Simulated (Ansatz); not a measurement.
YSi2 (MoSi2 or CaC2 type, space group No. 139) under volume change, PBE (plane waves, PAW; program Ansatz), shape and atoms relaxed at each volume.

| V (Å³/atom) | E − E(relaxed) (meV/atom) | P (GPa) |
|---|---|---|
| 17.418 | 46.7 | 9.37 |
| 17.992 | 19.8 | 5.76 |
| 18.567 | 4.7 | 2.69 |
| 19.141 | 0.0 | 0.01 |
| 19.715 | 4.3 | -2.35 |
| 20.289 | 16.5 | -4.39 |
| 20.863 | 35.4 | -6.13 |

**Question.** What does a third-order Birch–Murnaghan fit give for V₀, B₀ and B′?

**Answer.** V₀ = 19.14 Å³/atom, B₀ = 83.5 GPa, B′ = 3.7.

Space group I4/mmm (MoSi2 or CaC2 type). The cell is a constructed one: a structure type filled with these elements; neither database checked (COD, Materials Project) lists it. COD files the formula under space group No. 191, so this cell is another polymorph or a model. Whether it is the stable phase at ambient conditions was not checked. The cell was relaxed with PBE under the symmetry of its start; its stability against distortions is not shown here. No spin polarisation was allowed.

Potentials: the later of the program's two PAW sets.
